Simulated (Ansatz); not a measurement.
Trial structure of Ga3Se, not yet relaxed:

```cif
data_structure
_symmetry_space_group_name_H-M 'P 1'
_symmetry_Int_Tables_number 1
_cell_length_a 4.1629
_cell_length_b 4.1629
_cell_length_c 4.1629
_cell_angle_alpha 90.000
_cell_angle_beta 90.000
_cell_angle_gamma 90.000
_cell_volume 72.14
loop_
_atom_site_label
_atom_site_type_symbol
_atom_site_fract_x
_atom_site_fract_y
_atom_site_fract_z
_atom_site_occupancy
Ga1 Ga 0.50000 0.50000 0.00000 1
Ga2 Ga 0.00000 0.50000 0.50000 1
Ga3 Ga 0.50000 0.00000 0.50000 1
Se1 Se 0.00000 0.00000 0.00000 1
```

These are results of DFT PBE, scalar-relativistic, plane waves, PAW in Ansatz 0.2.0, not measurements. Plane waves to 420 eV, a k mesh through Γ of 4×4×4 on the computed 4-atom cell and Gaussian smearing (0.10 eV); no spin polarisation.

Energies over the elements count from the elements' standard structures at the same level, with no fitted energy shifts.

Question: How far from equilibrium is it?

Answer: The pressure is 10.5 GPa (it wants to expand), the largest force is 0.00 eV/Å (symmetry fixes the atoms), and the energy is +0.07 eV/atom against the elements. The shortest distance is 2.94 Å.

Question: Is it a good guess?

Answer: A fair one: relaxing gains about 0.12 eV/atom (the start's value is from the coarse mesh, so the gain is rough) in 7 ionic steps and ends at −0.05 eV/atom on the finer mesh. The symmetry stays Pm-3m (No. 221). The volume per atom grows by 18.8 %, from 18.0 to 21.4 Å³. The shortest distance goes from 2.94 Å (Ga–Se and Ga–Ga) to 3.12 Å (Ga–Se and Ga–Ga). Conventional cell: a = 4.409 Å. Ga has 4 Se at 3.12 Å and 8 Ga at 3.12 Å; Se has 12 Ga at 3.12 Å.

The last run used a 10×10×10 mesh for its 4-atom cell and Gaussian smearing of 0.10 eV. An odd number of electrons in the primitive cell allows no gap without spin; a larger cell or a magnetic state could open one. The cell is a metal run without spin; a magnetic state may lie lower. The reference form of Se is held partly by dispersion forces, which this level lacks. The relaxation can't lower the symmetry of the start, and the grade says only how near the guess is to its own end. Symmetry constrained the relaxation, so the result can be a saddle point.
